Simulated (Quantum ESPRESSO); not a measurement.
## CaZnMgO2ClF (input and log of a self-consistent run)

A calculation, not a measurement. The program is pw.x of Quantum ESPRESSO 7.5 (plane-wave density functional theory). The cell is made up: 7 atoms on a rocksalt lattice with one site empty, with randomly drawn elements, strain and displacements, not relaxed. PseudoDojo standard norm-conserving files (v0.5 for PBE, v0.4.1 for LDA and PBEsol) set the functional; there is no spin polarisation, spin-orbit coupling or dispersion term, and the masses in the input are unused placeholders.

Input:

```
&control calculation='scf', pseudo_dir='./dojo.nc.sr.pbe.v0_5.standard.upf', outdir='./o', disk_io='medium', tprnfor=.true., tstress=.true. /
&system ibrav=0, nat=7, ntyp=6, nbnd=39, ecutwfc=84.00895049, nosym=.true., tot_charge=0,
 occupations='smearing', smearing='fd', degauss=0.0018374661
/
&electrons conv_thr=7.350e-09, electron_maxstep=60, /
ATOMIC_SPECIES
Ca 1.0 Ca.upf
Cl 1.0 Cl.upf
F 1.0 F.upf
Mg 1.0 Mg.upf
O 1.0 O.upf
Zn 1.0 Zn.upf
CELL_PARAMETERS angstrom
4.4923 0.0149 0.0445
0.0149 4.4441 0.0527
0.0445 0.0527 4.4248
ATOMIC_POSITIONS angstrom
Ca -0.0378 -0.0103 -0.0357
Zn 2.2954 0.0145 2.2451
Mg 2.2545 2.2556 0.0704
O 2.2661 -0.0433 0.0375
Cl 2.2962 2.2715 2.286
O 4.5385 0.0729 2.2579
F 4.5175 2.2367 0.0386
K_POINTS automatic
4 4 4 1 1 1
```

The log is shortened where brackets say so; the opening notice, blank lines, dates and the lines on written files are dropped, and the path of the files is cut. It prints rydbergs, bohrs and kilobars, and counts compression as positive stress. With no partly filled state, the Fermi energy that it prints is only some level between the filled and the empty states on the mesh, and need not lie in the true gap.

```
     Program PWSCF v.7.5
     Parallel version (MPI & OpenMP), running on       1 processor cores
     Number of MPI processes:                 1
     Threads/MPI process:                     1
     [start-up lines left out]
     bravais-lattice index     =            0
     lattice parameter (alat)  =       8.4897  a.u.
     unit-cell volume          =     595.9828 (a.u.)^3
     number of atoms/cell      =            7
     number of atomic types    =            6
     number of electrons       =        66.00
     number of Kohn-Sham states=           39
     kinetic-energy cutoff     =      84.0090  Ry
     charge density cutoff     =     336.0358  Ry
     scf convergence threshold =      7.3E-09
     mixing beta               =       0.7000
     number of iterations used =            8  plain     mixing
     Exchange-correlation= PBE
                           (   1   4   3   4   0   0   0)
     [axes and pseudopotential details left out]
   Cartesian axes
     site n.     atom                  positions (alat units)
         1        Ca     tau(   1) = (  -0.0084139  -0.0022927  -0.0079465  )
         2        Zn     tau(   2) = (   0.5109353   0.0032276   0.4997390  )
         3        Mg     tau(   3) = (   0.5018314   0.5020762   0.0156704  )
         4        O      tau(   4) = (   0.5044134  -0.0096382   0.0083472  )
         5        Cl     tau(   5) = (   0.5111134   0.5056154   0.5088430  )
         6        O      tau(   6) = (   1.0102291   0.0162269   0.5025882  )
         7        F      tau(   7) = (   1.0055547   0.4978692   0.0085920  )
     number of k points=    32  Fermi-Dirac smearing, width (Ry)=  0.0018
                       cart. coord. in units 2pi/alat
        k(    1) = (   0.1233637   0.1244763   0.1241906), wk =   0.0625000
        k(    2) = (   0.1208587   0.1214740   0.3780791), wk =   0.0625000
     [further k points left out]
     Dense  grid:    61985 G-vectors     FFT dimensions: (  50,  50,  50)
     Estimated max dynamical RAM per process >      87.98 MB
     Initial potential from superposition of free atoms
     starting charge      65.9941, renormalised to      66.0000
     Starting wfcs are   36 randomized atomic wfcs +    3 random wfcs
     total cpu time spent up to now is        4.5 secs
     per-process dynamical memory:    54.4 Mb
     Self-consistent Calculation
     iteration #  1     ecut=    84.01 Ry     beta= 0.70
     Davidson diagonalization with overlap
     ethr =  1.00E-02,  avg # of iterations =  7.6
     total cpu time spent up to now is       18.2 secs
     total energy              =    -762.21212374 Ry
     estimated scf accuracy    <       1.68459056 Ry
     iteration #  2     ecut=    84.01 Ry     beta= 0.70
     Davidson diagonalization with overlap
     ethr =  2.55E-03,  avg # of iterations =  4.3
     total cpu time spent up to now is       31.2 secs
     total energy              =    -762.03799566 Ry
     estimated scf accuracy    <       4.72328463 Ry
     iteration #  3     ecut=    84.01 Ry     beta= 0.70
     Davidson diagonalization with overlap
     ethr =  2.55E-03,  avg # of iterations =  4.0
     total cpu time spent up to now is       41.8 secs
     total energy              =    -763.02989541 Ry
     estimated scf accuracy    <       0.22315492 Ry
     iteration #  4     ecut=    84.01 Ry     beta= 0.70
     Davidson diagonalization with overlap
     ethr =  3.38E-04,  avg # of iterations =  2.6
     total cpu time spent up to now is       51.6 secs
     total energy              =    -763.04973900 Ry
     estimated scf accuracy    <       0.03957094 Ry
     iteration #  5     ecut=    84.01 Ry     beta= 0.70
     Davidson diagonalization with overlap
     ethr =  6.00E-05,  avg # of iterations =  5.0
     total cpu time spent up to now is       63.6 secs
     total energy              =    -763.05477315 Ry
     estimated scf accuracy    <       0.00339138 Ry
     iteration #  6     ecut=    84.01 Ry     beta= 0.70
     Davidson diagonalization with overlap
     ethr =  5.14E-06,  avg # of iterations =  7.5
     total cpu time spent up to now is       76.1 secs
     total energy              =    -763.05570613 Ry
     estimated scf accuracy    <       0.00125290 Ry
     iteration #  7     ecut=    84.01 Ry     beta= 0.70
     Davidson diagonalization with overlap
     ethr =  1.90E-06,  avg # of iterations =  2.2
     total cpu time spent up to now is       86.7 secs
     total energy              =    -763.05591309 Ry
     estimated scf accuracy    <       0.00003225 Ry
     iteration #  8     ecut=    84.01 Ry     beta= 0.70
     Davidson diagonalization with overlap
     ethr =  4.89E-08,  avg # of iterations =  4.5
     total cpu time spent up to now is       97.9 secs
     total energy              =    -763.05592466 Ry
     estimated scf accuracy    <       0.00000376 Ry
     iteration #  9     ecut=    84.01 Ry     beta= 0.70
     Davidson diagonalization with overlap
     ethr =  5.69E-09,  avg # of iterations =  2.6
     total cpu time spent up to now is      110.6 secs
     total energy              =    -763.05592538 Ry
     estimated scf accuracy    <       0.00000016 Ry
     iteration # 10     ecut=    84.01 Ry     beta= 0.70
     Davidson diagonalization with overlap
     ethr =  2.42E-10,  avg # of iterations =  4.3
     total cpu time spent up to now is      125.7 secs
     total energy              =    -763.05592543 Ry
     estimated scf accuracy    <       0.00000004 Ry
     iteration # 11     ecut=    84.01 Ry     beta= 0.70
     Davidson diagonalization with overlap
     ethr =  5.74E-11,  avg # of iterations =  3.2
     total cpu time spent up to now is      136.3 secs
     End of self-consistent calculation
          k = 0.1234 0.1245 0.1242 (  7744 PWs)   bands (ev):
  -116.1754 -70.4710 -70.3361 -70.2490 -67.0482 -33.8883 -33.8275 -33.7568
   -28.5307 -14.4931 -10.1136  -9.8298  -9.6670  -8.7340  -7.9564  -5.9986
     1.7225   2.0375   2.6123   2.7616   2.8910   3.0488   3.1330   3.3617
     4.2963   4.5053   4.9169   5.4742   6.1496   6.7419   7.6957   8.9073
     9.0175  11.2457  12.8395  14.4527  14.8648  15.1525  16.3827
     [levels at the other k points left out]
     the Fermi energy is     9.7685 ev
!    total energy              =    -763.05592544 Ry
     estimated scf accuracy    <          7.5E-10 Ry
     smearing contrib. (-TS)   =      -0.00000000 Ry
     internal energy E=F+TS    =    -763.05592544 Ry
     The total energy is F=E-TS. E is the sum of the following terms:
     one-electron contribution =    -484.93734157 Ry
     hartree contribution      =     267.27552850 Ry
     xc contribution           =    -112.98247849 Ry
     ewald contribution        =    -432.41163388 Ry
     convergence has been achieved in  11 iterations
     Forces acting on atoms (cartesian axes, Ry/au):
     atom    1 type  1   force =     0.03035077    0.00709350    0.01345290
     atom    2 type  6   force =    -0.00346896    0.02151093   -0.00360841
     atom    3 type  4   force =    -0.00671400   -0.00483700    0.00230320
     atom    4 type  5   force =    -0.01968565    0.00598765   -0.00091919
     atom    5 type  2   force =     0.00070630   -0.02465648   -0.00412379
     atom    6 type  5   force =    -0.00117767   -0.00184867   -0.01234825
     atom    7 type  3   force =    -0.00001080   -0.00324994    0.00524354
     Total force =     0.054397     Total SCF correction =     0.000074
     Computing stress (Cartesian axis) and pressure
          total   stress  (Ry/bohr**3)                   (kbar)     P=      141.58
  -0.00008831  -0.00002687  -0.00007480          -12.99       -3.95      -11.00
  -0.00002687   0.00151239  -0.00005339           -3.95      222.48       -7.85
  -0.00007480  -0.00005339   0.00146323          -11.00       -7.85      215.25
     init_run     :      3.97s CPU      4.30s WALL (       1 calls)
     electrons    :    119.98s CPU    131.87s WALL (       1 calls)
     forces       :      1.45s CPU      1.47s WALL (       1 calls)
     stress       :      5.85s CPU      5.91s WALL (       1 calls)
     [timing details left out]
     PWSCF        :   2m11.50s CPU   2m25.01s WALL
     JOB DONE.
```

In other units: free energy -10381.905 eV for the cell, pressure 14.16 GPa, largest force component 0.780 eV/Å. A rerun of a related cell, with the same atoms placed differently, at 1437 eV and a 6 x 6 x 6 mesh moved values by no more than 0.002 eV in energy, 0.03 GPa in stress and 0.005 eV/Å in force.